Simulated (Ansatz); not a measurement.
HfO2:
```
HfO2
1.0
    3.57679     0.00000     0.00000
    0.00000     3.57679     0.00000
    0.00000     0.00000     5.20265
Hf O
2 4
Direct
  0.00000   0.00000   0.00000
  0.50000   0.50000   0.50000
  0.00000   0.50000   0.19615
  0.00000   0.50000   0.69615
  0.50000   0.00000   0.30385
  0.50000   0.00000   0.80385
```

Relaxed with r²SCAN.

### Question
Give the Bader charges and basin volumes of the independent atoms, the program Ansatz at the r²SCAN level (PAW).

### Answer


| atom | Bader charge (e) | Bader volume (Å³) |
|---|---|---|
| Hf1 | +2.74 | 9.7 |
| O3 | -1.37 | 11.8 |

Space group P4_2/nmc. This is a known high-temperature phase of the composition, computed here at zero pressure and temperature. The r²SCAN relaxation kept the symmetry of its start; whether a distortion lowers the energy is not shown. No spin polarisation was allowed. Scalar-relativistic: spin–orbit coupling is off unless named, which matters more the heavier the elements.

Potentials: the later of the program's two PAW sets.
